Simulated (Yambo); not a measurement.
Yambo run on BaTiO3 (cubic perovskite, space group Pm-3m, No. 221). The wavefunctions are PBEsol (pw.x of Quantum ESPRESSO, ONCV potentials, scalar-relativistic) ones on a 4×4×4 mesh (20 occupied bands); a = b = c = 4.0077 Å, α = β = γ = 90.00°.

Yambo input:

```
rim_cut
HF_and_locXC
RandQpts= 5000000
RandGvec= 1 Ry
EXXRLvcs= 84 Ry
VXCRLvcs= 336 Ry
% QPkrange
 1 | 1 | 20 | 21 |
 10 | 10 | 20 | 20 |
%
```

k points by index: 1 = Γ, 10 = R.

Resulting energies as the program prints them:

```
#    K-point    Band    Eo [eV]    Ehf [eV]    Vxc [eV]    Vnlxc [eV]
#
    1    20    -0.117404    -4.908222    -19.97658    -24.76740
    1    21    1.775198    9.052064    -18.70777    -11.43090
    10    20    0.000000    -5.089987    -19.70393    -24.79392
```
Exchange alone, without screening.

Geometry of the Materials Project entry, not relaxed at this level.

This is not the ordinary phase of the substance.
